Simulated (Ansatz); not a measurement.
The slice is one period of a {100} plane through atoms; its size isn't given.

Method: r2SCAN (plane waves to 500 eV, PAW, scalar-relativistic; Ansatz, an electronic-structure program). These are valence fields of a PAW run, semicore shells included where kept as valence: close to a nucleus they are smooth pseudo fields.

```
|@@@@@%##*==-:::::-==*##%@@@@|
|@@@@%%#*+=--:::::--=+*#%%@@@|
|@@@%%%#*+=--:::::--=+*#%%%@@|
|@@%%%#**+=-:::.:::-=+**#%%%@|
|%%%%##*+=--::...::--=+*##%%%|
|####**+==-::.....::-==+**###|
|##***+==-::.......::-==+***#|
|**+++==-:::.......:::-==+++*|
|=====--:::..     ..:::--====|
|==----::....     ....::----=|
|----:::....       ....:::---|
|::::::...           ...:::::|
|:::::....           ....::::|
|::::.....           .....:::|
|:::::....           ....::::|
|::::::...           ...:::::|
|----:::....       ....:::---|
|==----::....     ....::----=|
|=====--:::..     ..:::--====|
|**+++==-:::.......:::-==+++*|
|##***+==-::.......::-==+***#|
|####**+==-::.....::-==+**###|
|%%%%##*+=--::...::--=+*##%%%|
|@@%%%#**+=-:::.:::-=+**#%%%@|
|@@@%%%#*+=--:::::--=+*#%%%@@|
|@@@@%%#*+=--:::::--=+*#%%@@@|
|@@@@@%##*==-:::::-==*##%@@@@|
|@@@@@%##*==-:::::-==*##%@@@@|
```
Scale: ten equal steps from -1.10 (start of ' ') to 1.17 (end of '@'), in the order ' .:-=+*#%@'. Values: log₁₀ of the valence density in e/Å³. The map has 28 points along u (one character each, u = 0 at the left) and 28 along v (v = 0 in the bottom row). The scale is logarithmic, as a density can span decades between atoms and voids.

```
|xxxxx@@%#+=-:::::-=+#%@@xxxx|
|xxxxx@@%#+=-::.::-=+#%@@xxxx|
|xxxx@@%#*+=-::.::-=+*#%@@xxx|
|xxx@@@%#*=-::...::-=*#%@@@xx|
|@@@@@%#*+=-::...::-=+*#%@@@@|
|@@@%%#*+=--:.....:--=+*#%%@@|
|%%%##*+=--::.....::--=+*##%%|
|###**+=--::.......::--=+**##|
|++++==--::...   ...::--==+++|
|====---::...     ...::---===|
|----::::...       ...::::---|
|::::::....         ....:::::|
|::::.....           .....:::|
|::.......           .......:|
|::::.....           .....:::|
|::::::....         ....:::::|
|----::::...       ...::::---|
|====---::...     ...::---===|
|++++==--::...   ...::--==+++|
|###**+=--::.......::--=+**##|
|%%%##*+=--::.....::--=+*##%%|
|@@@%%#*+=--:.....:--=+*#%%@@|
|@@@@@%#*+=-::...::-=+*#%@@@@|
|xxx@@@%#*=-::...::-=*#%@@@xx|
|xxxx@@%#*+=-::.::-=+*#%@@xxx|
|xxxxx@@%#+=-::.::-=+#%@@xxxx|
|xxxxx@@%#+=-:::::-=+#%@@xxxx|
|xxxxx@@%#+=-:::::-=+#%@@xxxx|
```
Scale: ten equal steps from 0.09 (start of ' ') to 0.59 (end of '@'), in the order ' .:-=+*#%@'. Values: electron localisation function (ELF). The map has 28 points along u (one character each, u = 0 at the left) and 28 along v (v = 0 in the bottom row). Points within 0.5 Å of a nucleus are blanked (x), as the pseudised field means little there.

### Question
Which relaxed crystal do these maps come from?
A) Au (fcc, Cu type)
B) Pt (fcc, Cu type)
C) Ni (fcc, Cu type)

### Answer
A, Au (fcc, Cu type). Atoms on the slice: Au at (0.00, 0.00)

All were relaxed with their symmetry unable to fall. Pt is run without spin polarisation. Relaxed Ni ends ferromagnetic. Spin-orbit coupling is left out. Other magnetic orders were not checked, so this need not be the ground state. (This holds for the magnetic or f-shell members.)
